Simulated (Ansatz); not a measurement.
Input:

Starting cell, SnO$_{2}$ (rutile):

```
CELL_PARAMETERS angstrom
      4.76854     0.00000     0.00000
      0.00000     4.76854     0.00000
      0.00000     0.00000     3.21140
ATOMIC_POSITIONS crystal
  Sn 0.00000 0.00000 0.00000
  Sn 0.50000 0.50000 0.50000
  O  0.30630 0.30630 0.00000
  O  0.80630 0.19370 0.50000
  O  0.19370 0.80630 0.50000
  O  0.69370 0.69370 0.00000
```

Two-dimensional scan of atom 5 (O, nearest neighbour Sn at 2.066 Å; its periodic images, 3.2 Å or more away, move with it): u runs along (0.707, 0.707, 0.000), v along (0.000, 0.000, 1.000) (Cartesian). Cell and other atoms are fixed.

All values below come from PBEsol (plane waves to 420 eV, PAW, scalar-relativistic; Ansatz, a first-principles code). k mesh 6×6×8 (Γ-centred), Fermi-Dirac smearing 0.05 eV. E stands for the smeared free energy. SnO2 was relaxed with its symmetry unable to fall. The PAW data are Ansatz's earlier set. The zero of ΔE is the undisplaced structure. Axes are in Å.

The scan covers u from -0.520 to 0.520 Å in 7 points and v from -0.520 to 0.520 Å in 7 points.

Question: In which direction of the plane is the atom held most weakly?

Answer: Along u.

Question: What are the two principal curvatures of the energy at the centre?

Answer: 3.5 and 12.4 eV/Å².

(For displaced atoms, the force is minus the slope of the energy, and its curvature is a force constant, which sets phonon frequencies.)
